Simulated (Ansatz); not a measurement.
## FeNi: course of a relaxation

Theory: DFT PBEsol, scalar-relativistic, plane waves, PAW in Ansatz 0.2.0. (420 eV cutoff, 16×16×12 k-mesh, Gaussian smearing of 0.10 eV, collinear spin)

What was changed: uniaxial strain along c, with a, b and atoms relaxed: +2.0 %.

Command:

```bash
ansatz run input.yaml --threads 1 --pin off --max-ram 1331MiB --backend cpu --events-out ev --progress --plain --runs-dir out
```

Input:

```yaml
crystal:
  lattice:
    - [2.4558030862, 0.0, 0.0]
    - [0.0, 2.4558030862, 0.0]
    - [0.0, 0.0, 3.6035930396]
  atoms:
    - { symbol: Fe, position: [0.0, 0.0, 0.0], spin: 2.79 }
    - { symbol: Ni, position: [0.5, 0.5, 0.5], spin: 0.75 }
basis:
  ecutwfc: 420
kpoints:
  mp_grid: { grid: [16, 16, 12] }
hamiltonian:
  xc: pbesol
scf:
  occupations: { method: gaussian, width: 0.1 }
output:
  forces: true
  stress: true
  eigenvalues: true
  populations: true
magnetization:
  spin_polarized: true
relax:
  adjacent_minimum: "off"
  f_tol: 0.008
  max_steps: 40
  cell: { stress_tol: 0.015, fix: [c, angles] }
```

F is the free energy. Steps run on the plane waves of an earlier cell, but the last one, and at times one on the way, on a freshly chosen basis, so a repeated geometry can differ a little in energy. The held parts of the cell keep their stress, so P needn't end at zero.

Steps:

```csv
step,F − F(1) (eV),largest force component (eV/Å),V (Å³/atom),P (GPa)
1,0.0000,0.000,10.867,-2.29
2,-0.0002,0.000,10.846,-1.93
3,-0.0003,0.000,10.821,-1.48
4,-0.0003,0.000,10.821,-1.48
```

Relaxed structure:

```yaml
crystal:
  lattice:
    - [2.45067, 0.00000, 0.00000]
    - [0.00000, 2.45067, 0.00000]
    - [0.00000, 0.00000, 3.60359]
  atoms:
    - { symbol: Fe, position: [0.00000, 0.00000, 0.00000] }
    - { symbol: Ni, position: [0.50000, 0.50000, 0.50000] }
```

The structure is tetragonal, space group P4/mmm (No. 123). The conventional cell has a = 2.451 Å, b = 2.451 Å, c = 3.604 Å, α = 90.00°, β = 90.00°, γ = 90.00°. Around Fe (site symmetry 4/mmm) lie 4 Fe at 2.45 Å and 8 Ni at 2.50 Å. Around Ni (site symmetry 4/mmm) lie 4 Ni at 2.45 Å and 8 Fe at 2.50 Å.

The run converged. The run took of the order of 80 core-seconds.